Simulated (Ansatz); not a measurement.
AlInSb2:
```
AlInSb2
1.0
    2.23994     1.29323     7.31276
   -2.23994     1.29323     7.31276
    0.00000    -2.58646     7.31276
Al In Sb
1 1 2
Cartesian
  0.00000   0.00000  21.92753
  0.00000   0.00000  10.98341
  0.00000   0.00000   2.64810
  0.00000   0.00000  13.80228
```

Relaxed with PBEsol.

Question: Give the optical modes at the zone centre with their infrared activity from DFPT, PBEsol in the plane-wave PAW code Ansatz.

Answer: Transverse frequencies, without the LO–TO term; a row sums one degenerate level.

| ω (cm⁻¹) | degeneracy | IR ((D/Å)²/amu) | activity | symmetry |
|---|---|---|---|---|
| 38 | 2 | 0.04 | IR | E |
| 139 | 1 | 0.11 | IR | A1 |
| 168 | 1 | 1.31 | IR | A1 |
| 182 | 2 | 3.00 | IR | E |
| 289 | 2 | 7.90 | IR | E |
| 306 | 1 | 4.12 | IR | A1 |

Space group R3m. The first step of the workflow began from a Materials Project structure, measured or hypothetical; the Crystallography Open Database copy checked does not list it. With Al and In taken as one species the cell has the higher symmetry F-43m, so it may be an ordered model of a mixed-site phase. Whether it is the stable phase at ambient conditions was not checked. Symmetry was held in the PBEsol relaxation; of distortions, only those at the zone centre were tested. Scalar-relativistic: spin–orbit coupling is off unless named, which matters more the heavier the elements.

Potentials: the later of the program's two PAW sets.
